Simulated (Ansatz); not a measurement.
ZnPbO$_{3}$:
```
ZnPbO3
1.0
    2.71460     1.56727     4.78518
   -2.71460     1.56727     4.78518
    0.00000    -3.13455     4.78518
Zn Pb O
2 2 6
Direct
  0.50069   0.50069   0.50069
  0.00069   0.00069   0.00069
  0.21868   0.21868   0.21868
  0.71868   0.71868   0.71868
  0.80332   0.12630   0.40172
  0.40172   0.80332   0.12630
  0.12630   0.40172   0.80332
  0.90172   0.62630   0.30332
  0.62630   0.30332   0.90172
  0.30332   0.90172   0.62630
```

Cartesian axes are those of the cell as given.

Give the high-frequency dielectric tensor and the Born effective charge tensors of the independent atoms from DFPT, r²SCAN (plane waves, PAW; program Ansatz).


ε∞:
```
6.71  0.00  0.00
0.00  6.71  0.00
0.00  0.00  6.33
```
Z* of atom 1 (Zn), rows: field, columns: displacement, in e:
```
 2.47   0.31   0.00
-0.31   2.47   0.00
 0.00   0.00   2.23
```
Z* of atom 3 (Pb), rows: field, columns: displacement, in e:
```
 4.44  -0.73   0.00
 0.73   4.44   0.00
 0.00   0.00   4.62
```
Z* of atom 5 (O), rows: field, columns: displacement, in e:
```
-2.13  -0.02   0.27
-0.14  -2.48  -0.51
 0.34  -0.59  -2.28
```

Static charges for comparison (Bader): Zn1 +1.36, Pb3 +2.12, O5 -1.16 e. Born charges measure polarisation by displacement and can exceed these by far.

Space group R3c. The workflow started from a Materials Project entry (that database holds measured and hypothetical structures alike); the Crystallography Open Database copy checked does not list it. With Zn and Pb taken as one species the cell has the higher symmetry R-3c, so it may be an ordered model of a mixed-site phase. Its standing as an ambient phase is unchecked. The cell was relaxed with r²SCAN under the symmetry of its start; its stability against distortions is not shown here. Scalar-relativistic: spin–orbit coupling is off unless named, which matters more the heavier the elements.

Potentials: the later of the program's two PAW sets.
